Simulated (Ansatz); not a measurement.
A geometry of SiRu away from equilibrium: step 4 of the relaxation of a relaxed SiRu cell with every coordinate shifted by Gaussian noise of σ = 0.2 Å. All values below come from r2SCAN (plane waves to 500 eV, PAW, scalar-relativistic; Ansatz, a quantum-chemistry and plane-wave program). Γ-centred k-mesh 5×5×5 on the run's cell (coarser than for final values), Fermi–Dirac smearing 0.05 eV.

```
CELL_PARAMETERS angstrom
      4.69487    -0.01282     0.00803
     -0.01282     4.71116    -0.00718
      0.00803    -0.00718     4.70217
ATOMIC_POSITIONS crystal
  Ru 0.14064 0.15375 0.13676
  Ru 0.63988 0.39378 0.87905
  Ru 0.88248 0.64391 0.37451
  Ru 0.38300 0.89113 0.63634
  Si 0.85421 0.85448 0.84509
  Si 0.35908 0.69423 0.17670
  Si 0.17703 0.36257 0.67729
  Si 0.68270 0.20787 0.35606
```

What forces act on the atoms (eV/Å)?


```json
[
 {"atom": "Ru1", "Fx": "0.01", "Fy": "-0.28", "Fz": "0.11"},
 {"atom": "Ru2", "Fx": "0.33", "Fy": "-0.05", "Fz": "0.09"},
 {"atom": "Ru3", "Fx": "0.71", "Fy": "1.68", "Fz": "0.49"},
 {"atom": "Ru4", "Fx": "0.29", "Fy": "0.44", "Fz": "0.33"},
 {"atom": "Si5", "Fx": "-0.06", "Fy": "0.26", "Fz": "-0.04"},
 {"atom": "Si6", "Fx": "-0.27", "Fy": "-0.24", "Fz": "-0.44"},
 {"atom": "Si7", "Fx": "-0.16", "Fy": "-0.09", "Fz": "-0.34"},
 {"atom": "Si8", "Fx": "-0.86", "Fy": "-1.71", "Fz": "-0.20"}
]
```

What is the pressure?

+1.9 GPa, compression positive.

How much energy per atom can still be gained by relaxing?

0.02 eV/atom; the path ends in P2₁3 (No. 198) (AFLOW prototype AB_cP8_198_a_a (B20, as in FeSi)).

No spin polarisation in the result.

The first start was generated by placing the elements on the sites of a structure type. Materials Project lists a structure of SiRu in the same space group, P2₁3 (No. 198); the sites were not compared with it, nor with measured phases.
